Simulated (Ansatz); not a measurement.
Values for one crystal, relaxed and computed with plane-wave PAW r²SCAN (Ansatz code); other levels are named.

```yaml
volume_per_atom: 20.37 Å³
electronic_character: metallic (no gap)
Formation energy from the elements (no fitted shifts): -539 meV/atom
Density of states at the Fermi level: 0.85 states/eV per atom (mean over ±0.08 eV)
```

Problem. Which compound is it?
A) Ga3Ni2, La2O3 or Ni2Al3 type
B) Zr2Ga, I4/mcm (Zr on 8h, Ga on 4a)
C) GaAu, Pnma (Ga on 4c, Au on 4c)
D) Zr3Ga5, Cmcm (Pearson symbol oS32)

Solution. B, Zr2Ga, I4/mcm (Zr on 8h, Ga on 4a)

The first step of the workflow began from a Materials Project structure, measured or hypothetical; the Crystallography Open Database files this formula in space group No. 140, but the cells were not matched. Whether it is the stable phase at ambient conditions was not checked. The r²SCAN relaxation kept the symmetry of its start; whether a distortion lowers the energy is not shown. No spin polarisation was allowed. The references are the lowest solids computed at this level, not always the standard phases. Scalar-relativistic: spin–orbit coupling is off unless named, which matters more the heavier the elements.

Potentials: the earlier of the program's two PAW sets.
